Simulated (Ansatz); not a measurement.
Zn2SnO4 in space group Imma (No. 74; Pearson symbol oI28), plane-wave PAW PBEsol (Ansatz code), all energies at zero smearing, with the estimated change up to a 700 eV cutoff added, with one set of potentials and settings (totals compare only within such a set). Cell of 14 atoms (4 Zn, 2 Sn, 8 O): -29511.486 eV.

| element | reference phase | E (eV/atom) |
|---|---|---|
| Zn | P6_3/mmc, 2 atoms in the cell | -3280.9077 |
| Sn | I4_1/amd, 2 atoms in the cell | -5949.7830 |
| O | C2/m, 4 atoms in the cell, spin-polarised | -558.3554 |

Formation energy per atom, worked out: (-29511.486 − 4×(-3280.9077) − 2×(-5949.7830) − 8×(-558.3554))/14 = -1.532 eV/atom (-148 kJ per mol of atoms), at 0 K, without zero-point energy or fitted corrections.

The workflow started from a Materials Project entry (that database holds measured and hypothetical structures alike); the Crystallography Open Database copy checked does not list it. Its standing as an ambient phase is unchecked. The cell was relaxed with PBEsol under the symmetry of its start; whether a distortion lowers the energy is not shown. The references are the lowest solids computed at this level, not always the standard phases (solids in place of the gases). Spin–orbit coupling is left out wherever it is not named.

Potentials: the later of the program's two PAW sets.
